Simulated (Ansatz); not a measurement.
Theory: Ansatz 0.2.0, DFT PBE, scalar-relativistic, plane waves, PAW. Settings of the last relaxation (6-atom cell): 420 eV, 12×12×4 k points, Gaussian smearing of 0.02 eV, no spin polarisation.

Energies over the elements count from the elements' standard structures at the same level, with no fitted energy shifts. The references include black phosphorus.

Question: Find a candidate trigonal narrow-gap semiconductor made of Ga, In and P, with a gap near 0.4 eV, a formation energy near −0.28 eV/atom and about 25 Å³ per atom, in a cell of 6 atoms. Its symmetry should be P3m1 (No. 156).

Answer: In2GaP3, space group P3m1 (No. 156). Around In on its first site lie 4 P at 2.55–2.58 Å; In on its second site is surrounded by 4 P at 2.54–2.57 Å; around Ga lie 4 P at 2.38–2.48 Å; P on its first site is surrounded by 3 Ga at 2.48 Å and 1 In at 2.58 Å; 2 more sites not described.

```
CELL_PARAMETERS angstrom
4.10731 0.00000 0.00000
-2.05365 3.55703 0.00000
0.00000 0.00000 10.09785
ATOMIC_POSITIONS crystal
In 0.00000 0.00000 0.99320
In 0.66667 0.33333 0.33898
Ga 0.33333 0.66667 0.66572
P 0.00000 0.00000 0.73758
P 0.33333 0.66667 0.42979
P 0.66667 0.33333 0.08473
```

* Volume per atom: 24.59 Å³
* Density: 4.42 g/cm³
* Formation energy: −0.276 eV/atom
* Gap on the 12×12×4 mesh of the 6-atom cell: 0.42 eV

The cell was found from a structure generator's guess, not taken from experiment. Other answers may fit too; this one was computed.

Kohn–Sham gaps at this level usually fall short of measured ones. The reference form of P is held partly by dispersion forces, which this level lacks. A later test with randomly moved atoms came back to the same energy, though modes that don't fit the test's cell weren't probed.
